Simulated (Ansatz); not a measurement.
## ScF3 (Pm-3m), trigonal deformation path

Theory: Ansatz, DFT LDA, scalar-relativistic, plane waves, PAW. Cutoff 420 eV, Γ-centred 6×6×6 k-points, Gaussian smearing of 0.05 eV. No spin polarisation. Energies are free energies at this smearing, counted from the undisturbed cell; pressure is positive in compression.

The undisturbed cell (as given, not relaxed at this level; it stands at -3.0 GPa):

```
CELL_PARAMETERS angstrom
4.01245 0.00000 0.00000
0.00000 4.01245 0.00000
0.00000 0.00000 4.01245
ATOMIC_POSITIONS crystal
Sc 0.00000 0.00000 0.00000
F 0.50000 0.00000 0.00000
F 0.00000 0.50000 0.00000
F 0.00000 0.00000 0.50000
```

At fixed volume and fractional coordinates, lengths along (0.577, 0.577, 0.577) are scaled against those across it; ρ is that ratio over its starting value.

```tsv
ρ	ΔE (meV/atom)
0.500	623.0
0.600	329.8
0.710	145.3
0.850	32.8
0.930	6.7
1.000	0.0
1.080	8.1
1.200	50.3
1.410	215.0
1.700	648.6
2.000	1330.2
```

Task: Predict the pressure (GPa) at each point.

Result:
```
    ρ  pressure (GPa)
0.500           -16.8
0.600           -11.9
0.710            -7.5
0.850            -4.1
0.930            -3.2
1.000            -3.0
1.080            -3.2
1.200            -4.4
1.410            -7.4
1.700           -10.6
2.000           -10.7
```